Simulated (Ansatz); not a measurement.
Given:

Relaxed Sn (beta-Sn type, space group I4_1/amd):

```
CELL_PARAMETERS angstrom
     -2.94311     2.94311     1.59186
      2.94311    -2.94311     1.59186
      2.94311     2.94311    -1.59186
ATOMIC_POSITIONS crystal
  Sn 0.75000 0.25000 0.50000
  Sn 0.00000 0.00000 0.00000
```

The atoms are displaced by Q × the pattern below (from a DFPT mode at Γ, largest move 1; Q in Å), at fixed cell.

| atom | x | y | z |
|---|---|---|---|
| Sn1 | 0.000 | 0.000 | -1.000 |
| Sn2 | 0.000 | 0.000 | 1.000 |

Method: r2SCAN (plane waves to 500 eV, PAW, scalar-relativistic; Ansatz, a program for electronic structure). k mesh 17×17×17 (Γ-centred), Fermi-Dirac smearing 0.05 eV. The energy includes the smearing's −TS. With partly filled bands, energies and forces of such displacements shift with the k mesh and the smearing. Sn was relaxed with its symmetry unable to fall. The zero of ΔE is the undisplaced structure.

The scan covers Q from -0.180 to 0.180 Å in 13 points.

### Question
Is the energy the same for equal positive and negative displacements?

### Answer
Even: the same for both signs.

### Question
Which space group does the distorted structure have?

### Answer
Imma (No. 74), lowered from I4_1/amd.

### Question
What is the energy change at Q = 0.180 Å?

### Answer
27.1 meV/cell.

### Question
What harmonic wavenumber does the curvature at Q = 0 give?

### Answer
48 cm⁻¹.

(For displaced atoms, the force is minus the slope of the energy, and its curvature is a force constant, which sets phonon frequencies.)
